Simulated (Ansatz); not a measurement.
Input:

Relaxed Fe (bcc, W type):

```xyz
2
Lattice="-2.8316 2.8316 2.8316 1.4158 -1.4158 1.4158 1.4158 1.4158 -1.4158" Properties=species:S:1:pos:R:3 pbc="T T T"
Fe     0.0000     0.0000     0.0000
Fe    -1.4158     1.4158     1.4158
```

Scan: atom 1 (Fe, nearest neighbour Fe at 2.452 Å; its periodic images, 2.5 Å or more away, move with it) is displaced along Cartesian x, direction (1.000, 0.000, 0.000) in Cartesian axes, by s. The other atoms stay.

All values below come from PBE (plane waves to 420 eV, PAW, scalar-relativistic; Ansatz, a program for electronic structure). k mesh 9×18×18 (Γ-centred), Fermi-Dirac smearing 0.05 eV. E stands for the smeared free energy. With partly filled bands, energies and forces of such displacements shift with the k mesh and the smearing. On this mesh the relaxed cell isn't quite at rest: it carries a pressure of -0.2 GPa (compression positive) at the zero of the scan. Fe was relaxed with its symmetry unable to fall. Relaxed Fe ends ferromagnetic. The PAW data are Ansatz's earlier set. The magnetic order is the one the run started from; other orders were not tried. The zero of ΔE is the undisplaced structure.

The scan covers s from -0.740 to 0.740 Å in 11 points.

### Question
Is the energy the same for equal positive and negative displacements?

### Answer
Even: the same for both signs. With its periodic images moving along, the atom's site symmetry in this cell is mmm.

### Question
What force acts on the atom along the line at s = -0.740 Å?

### Answer
2.30 eV/Å.

### Question
What is the energy change at s = 0.740 Å?

### Answer
1060 meV/cell.

### Question
What is the force constant k = d²E/ds² of this move at s = 0?

### Answer
4.84 eV/Å².

(For displaced atoms, the force is minus the slope of the energy, and its curvature is a force constant, which sets phonon frequencies.)
